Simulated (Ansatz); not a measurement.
One crystal and one scan (generalised stacking-fault energy along a line) at two levels, r2SCAN (plane waves to 500 eV, PAW, scalar-relativistic; Ansatz, an electronic-structure program) and PBE (plane waves to 420 eV, PAW, scalar-relativistic; Ansatz), each from its own relaxed cell and on its own mesh. The cell shown is that of r2SCAN.

Generalised stacking fault of MgSe (rock salt) on the {100} plane. The cell below holds the perfect crystal with the plane normal along z; tilting its third vector by the shift puts one fault into each cell, between planes 2.74 Å apart, at fixed cell height.

```xyz
6
Lattice="3.8694 0.0000 0.0000 0.0000 3.8694 0.0000 1.9347 1.9347 8.2083" Properties=species:S:1:pos:R:3 pbc="T T T"
Se     1.6123     1.6123     6.8403
Se     1.6123     1.6123     1.3681
Se     3.5470     3.5470     4.1042
Mg     3.5470     3.5470     6.8403
Mg     3.5470     3.5470     1.3681
Mg     1.6123     1.6123     4.1042
```

In-plane vectors a = (3.869, 0.000) Å, b = (0.000, 3.869) Å, area 14.97 Å². The shift is s times the vector a (length 3.869 Å), so s = 1 restores the start. Atoms relax along the normal only. γ = [E(shift) − E(0)] / area.

E is the zero-smearing estimate. MgSe was relaxed with its symmetry unable to fall. Faults lie only 8.2 Å apart, and holding the cell height raises γ above its relaxed value. Faults lie only 8.3 Å apart, and holding the cell height raises γ above its relaxed value. Percentages come from the unrounded values. Both scans cover s from 0.000 to 0.917.

Results of r2SCAN:

* **Lattice constant a (Å)**: 5.472
* **Highest computed γ on the line (mJ/m²)**: 1089
* **Steepest slope dγ/d(shift) before the first maximum (spline) (GPa)**: 9.1
* **Position of the highest point**: s = 0.500
* **Local minima between the ends**: no computed point is one

What does PBE give for the same quantities?


```json
[
 {"quantity": "Lattice constant a (Å)", "PBE": "5.508", "r2SCAN − PBE": "-0.036 (-0.7 %)"},
 {"quantity": "Highest computed γ on the line (mJ/m²)", "PBE": "942", "r2SCAN − PBE": "+147 (+16 %)"},
 {"quantity": "Steepest slope dγ/d(shift) before the first maximum (spline) (GPa)", "PBE": "7.9", "r2SCAN − PBE": "+1.2 (+16 %)"}
]
```

r2SCAN gives the higher value for: highest computed γ on the line; steepest slope dγ/d(shift) before the first maximum. r2SCAN gives the lower value for: lattice constant a. Both give the same position of the highest point: s = 0.500. Neither level is exact: the differences show how much the result hangs on the functional.

(The slope of γ gives the shear force per area between the displaced halves; near zero shift its curvature is an elastic stiffness.)
